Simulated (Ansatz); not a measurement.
The calculation used DFT PBE, scalar-relativistic, plane waves, PAW (Ansatz). Settings: cutoff 420 eV, Γ-centred meshes spaced at most about 0.3 Å⁻¹, and about 0.25 Å⁻¹ or finer for metals (2π included), Gaussian smearing. No spin polarisation in the final relaxations.

All energies are static (0 K, no zero-point motion).

Compare these two cells of Mo4N, each relaxed at this level.

A.

Space group P-43m (No. 215). a = 4.209 Å, b = 4.209 Å, c = 4.209 Å, α = 90.00°, β = 90.00°, γ = 90.00°
```json
{"atom": "Mo", "site": "4e", "symmetry": ".3m", "x": "0.2360", "y": "0.2360", "z": "0.2360"}
{"atom": "N", "site": "1b", "symmetry": "-43m", "x": "0.5000", "y": "0.5000", "z": "0.5000"}
```

B.

Space group Pm-3m (No. 221). a = 4.116 Å, b = 4.116 Å, c = 4.116 Å, α = 90.00°, β = 90.00°, γ = 90.00°
```
atom  site  symmetry       x       y       z
  Mo    3d    4/mm.m  0.5000  0.0000  0.0000
  Mo    1b      m-3m  0.5000  0.5000  0.5000
   N    1a      m-3m  0.0000  0.0000  0.0000
```

Question: Which would you expect to be lower, and how large is the difference?

Answer: B is lower, by 0.40 eV/atom. A has space group P-43m (No. 215), 14.9 Å³/atom and no gap on its mesh; B has space group Pm-3m (No. 221), 13.9 Å³/atom and no gap. Counting Mo atoms around N (those within 1.25 times the shortest such distance or 1.15 times the sum of covalent radii), A has N 4 and B has N 6. The denser one is the lower, and pressure would at first widen the difference. In A, Mo is surrounded by 1 N at 1.92 Å, 3 Mo at 2.81 Å and 9 Mo at 2.98–3.14 Å; N is surrounded by 4 Mo at 1.92 Å. In B, Mo on a site of symmetry 4/mmm is surrounded by 2 N at 2.06 Å and 12 Mo at 2.91 Å; Mo on a site of symmetry m-3m is surrounded by 12 Mo at 2.91 Å; N has 6 Mo at 2.06 Å. Both come from invented guesses.

Cells relaxed within their symmetry can be saddle points.
